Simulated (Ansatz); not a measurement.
Start of a relaxation of Si₂N:

```cif
data_structure
_symmetry_space_group_name_H-M 'Pnnm'
_symmetry_Int_Tables_number 58
_cell_length_a 4.9054
_cell_length_b 5.0032
_cell_length_c 3.2948
_cell_angle_alpha 90.000
_cell_angle_beta 90.000
_cell_angle_gamma 90.000
_cell_volume 80.86
loop_
_atom_site_label
_atom_site_type_symbol
_atom_site_symmetry_multiplicity
_atom_site_Wyckoff_symbol
_atom_site_fract_x
_atom_site_fract_y
_atom_site_fract_z
_atom_site_occupancy
Si1 Si 4 g 0.28789 0.31917 0.00000 1
N1 N 2 a 0.00000 0.00000 0.00000 1
```

The calculation used Ansatz, DFT PBE, scalar-relativistic, plane waves, PAW. Cutoff 420 eV, Gaussian smearing, Γ-centred meshes. Cell and atoms relax first on a coarse mesh and then on a finer one. In between, the cell is made exact in the group found at 0.06 Å. In metals the finer mesh still leaves noise of several meV/atom or more. The steps can't lower the symmetry of their start. No spin polarisation in the relaxation; trial moments died out in a coarse test.

A guess keeps its type if space group and coordination stay and the shape of the cell changes little (axis ratios within about 15 %, angles within 6°); the volume may change.

Problem. Does it keep its structure type, or change into something else?

Solution. It doesn't keep its type. The symmetry goes from Pnnm (No. 58) to Immm (No. 71), and the primitive cell from 6 to 3 atoms. The volume per atom shrinks by 6.9 %, from 13.5 to 12.5 Å³. The shortest distance goes from 2.13 Å (Si–N) to 1.88 Å (Si–N). Counting neighbours within 15 % of an atom's shortest distance, the start has N 6, Si 3 and the end N 4, Si 2. In detail, at the end around Si lie 2 N at 1.88 Å; N is surrounded by 4 Si at 1.88 Å.

```cif
data_structure
_symmetry_space_group_name_H-M 'Immm'
_symmetry_Int_Tables_number 71
_cell_length_a 2.6319
_cell_length_b 3.5786
_cell_length_c 7.9907
_cell_angle_alpha 90.000
_cell_angle_beta 90.000
_cell_angle_gamma 90.000
_cell_volume 75.26
loop_
_atom_site_label
_atom_site_type_symbol
_atom_site_symmetry_multiplicity
_atom_site_Wyckoff_symbol
_atom_site_fract_x
_atom_site_fract_y
_atom_site_fract_z
_atom_site_occupancy
Si1 Si 4 j 0.50000 0.00000 0.83138 1
N1 N 2 a 0.00000 0.00000 0.00000 1
```

Formation energies are uncorrected and refer to the elements' standard structures at the same level (N₂ as a molecule).

Problem. At what energy does it end?

Solution. +0.14 eV/atom. The separate elements lie lower, so it is unstable against them.

The last run used a 22×22×22 mesh for its 3-atom cell and Gaussian smearing of 0.10 eV. An odd number of electrons in the primitive cell allows no gap without spin; a larger cell or a magnetic state could open one. A structure relaxed within its symmetry needn't be a true minimum. Another cell of Si2N relaxed alike, in P2/m, lies 223 meV/atom lower, so this cell isn't the stable form at this level.
